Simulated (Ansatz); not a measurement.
This run works on a generated trial structure, not on a known crystal.

Input and command of a plane-wave DFT calculation in Ansatz:

```yaml
crystal:
  lattice:
    - [2.2839163184, -3.5630901522, 0.0]
    - [2.2839163184, 3.5630901522, 0.0]
    - [0.0, 0.0, 5.8162870112]
  atoms:
    - { symbol: Ga, position: [0.5, 0.5, 0.0] }
    - { symbol: P, position: [0.8048563267, 0.1951436733, 0.692016455] }
    - { symbol: P, position: [0.1951436733, 0.8048563267, 0.692016455] }
    - { symbol: P, position: [0.1951436733, 0.8048563267, 0.307983545] }
    - { symbol: P, position: [0.8048563267, 0.1951436733, 0.307983545] }
basis:
  ecutwfc: 420
kpoints:
  mp_grid: { grid: [10, 10, 8] }
hamiltonian:
  xc: pbe
scf:
  occupations: { method: gaussian, width: 0.1 }
output:
  forces: true
  stress: true
  eigenvalues: true
  write_density: true
  write_potential: true
  elf: true
  volumetric_format: npy
relax:
  adjacent_minimum: "off"
  f_tol: 0.01
  max_steps: 80
  cell: { stress_tol: 0.05 }
```

```bash
ansatz run input.yaml --threads 1 --pin off --max-ram 2560MiB --backend cpu --events-out ev --progress --plain --runs-dir out
```

Processor: Arm Neoverse V1, 1 thread, on a host shared with other jobs.

Q: How long does it run, and how much memory does it take?

A: About 14 min, peak memory 0.56 GiB. It solves 22 bands at 155 k points (after reduction by symmetry) with about 1703 plane waves (on the last cell), in 203 SCF iterations over 30 ionic steps.
